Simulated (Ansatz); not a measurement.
This run works on a generated trial structure, not on a known crystal.

Input and command of a plane-wave DFT calculation in Ansatz:

```yaml
crystal:
  lattice:
    - [3.92436619, 0.0, 0.0]
    - [0.0, 3.92436619, 0.0]
    - [0.0, 0.0, 10.09793298]
  atoms:
    - { symbol: Zn, position: [0.5, 0.5, 0.72670472] }
    - { symbol: Zn, position: [0.5, 0.5, 0.27329528] }
    - { symbol: Zn, position: [0.0, 0.0, 0.0] }
    - { symbol: In, position: [0.5, 0.0, 0.84843951] }
    - { symbol: In, position: [0.0, 0.5, 0.84843951] }
    - { symbol: In, position: [0.5, 0.0, 0.15156049] }
    - { symbol: In, position: [0.0, 0.5, 0.15156049] }
    - { symbol: O, position: [0.0, 0.0, 0.5] }
basis:
  ecutwfc: 420
kpoints:
  mp_grid: { grid: [4, 4, 2] }
hamiltonian:
  xc: pbe
scf:
  occupations: { method: gaussian, width: 0.2 }
  lower_state_search: "off"
output:
  forces: true
  stress: true
  eigenvalues: true
relax:
  adjacent_minimum: "off"
  f_tol: 0.08
  max_steps: 16
  cell: { stress_tol: 0.8 }
```

```bash
ansatz run input.yaml --threads 1 --pin off --max-ram 2560MiB --backend cpu --events-out ev --progress --plain --runs-dir out
```

Processor: Intel(R) Xeon(R) 6975P-C (Granite Rapids), 1 thread, on a host shared with other jobs.

Q: Estimate time, memory and problem size.

A: About 75 s, peak memory 0.54 GiB. It solves 57 bands at 12 k points (after reduction by symmetry) with about 3709 plane waves (on the last cell), in 122 SCF iterations over 15 ionic steps.
